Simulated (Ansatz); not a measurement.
From three elastic constants to directional properties of Ni$_{3}$Ge

Level of theory: DFT LDA, scalar-relativistic, plane waves, PAW (Ansatz 0.2.0). Settings: 420 eV plane-wave cutoff, Γ-centred 12×12×12 mesh, Fermi-Dirac smearing of 0.15 eV. No spin polarisation.

The cell, relaxed at this level:
```cif
data_structure
_symmetry_space_group_name_H-M 'Pm-3m'
_symmetry_Int_Tables_number 221
_cell_length_a 3.4905
_cell_length_b 3.4905
_cell_length_c 3.4905
_cell_angle_alpha 90.000
_cell_angle_beta 90.000
_cell_angle_gamma 90.000
_cell_volume 42.53
loop_
_atom_site_label
_atom_site_type_symbol
_atom_site_symmetry_multiplicity
_atom_site_Wyckoff_symbol
_atom_site_fract_x
_atom_site_fract_y
_atom_site_fract_z
_atom_site_occupancy
Ni1 Ni 3 c 0.50000 0.00000 0.50000 1
Ge1 Ge 1 a 0.00000 0.00000 0.00000 1
```

In a metal, frequencies and elastic constants depend on the k mesh and the smearing, soft modes and shear constants most. Spin polarisation was left out, and a magnetic state may lie lower.

With ions relaxed, on the cubic axes: C11 = 342.6, C12 = 183.0, C44 = 125.3 GPa. The density is 9.711 g/cm³.

Task: Is the crystal stable against strain, and how anisotropic is it?

Result: Born's conditions hold: C11 + 2C12 = 708.6, C11 − C12 = 159.6 and C44 = 125.3 GPa are all positive. B = (C11 + 2C12)/3 = 236.2 GPa. The two shear moduli are C44 and C′ = (C11 − C12)/2 = 79.8 GPa, so Zener's ratio is A = C44/C′ = 1.57: the tetragonal shear C′ is the soft one, as in many fcc and bcc metals and zincblende crystals. The Cauchy pressure C12 − C44 is 57.7 GPa; it would vanish for pair forces between atoms on inversion centres at zero pressure, and a positive value is usual with metallic or many-body binding, and where atoms off inversion centres relax under shear, which lowers C44.

Task: Give the sound speeds along the three symmetry directions.

Result: The Christoffel equation gives ρv² for each branch:
```
direction branch                    ρv²    GPa v (m/s)
    [100]              L                    C11  342.6     5940
    [100]         T (×2) C44  125.3     3592
    [110]              L   (C11 + C12 + 2C44)/2  388.1     6322
    [110]   T, u ∥ [001]                    C44  125.3     3592
    [110]  T, u ∥ [1-10]          (C11 − C12)/2   79.8     2867
    [111]              L  (C11 + 2C12 + 4C44)/3  403.2     6444
    [111]         T (×2) (C11 − C12 + C44)/3   95.0     3127
```

Task: How does Young's modulus depend on direction?

Result: Inverting gives S11 = 4.646, S12 = -1.618, S44 = 7.983 TPa⁻¹. Along a unit vector (l, m, n), 1/E = S11 − 2(S11 − S12 − S44/2)(l²m² + m²n² + n²l²), where the last bracket is 0, 1/4 and 1/3 for [100], [110] and [111]: E = 215, 285 and 319 GPa. With A > 1 the body diagonal is stiffest. For a film on (001), the biaxial modulus is C11 + C12 − 2C12²/C11 = 330 GPa and the normal strain is −2C12/C11 = -1.07 times the in-plane one.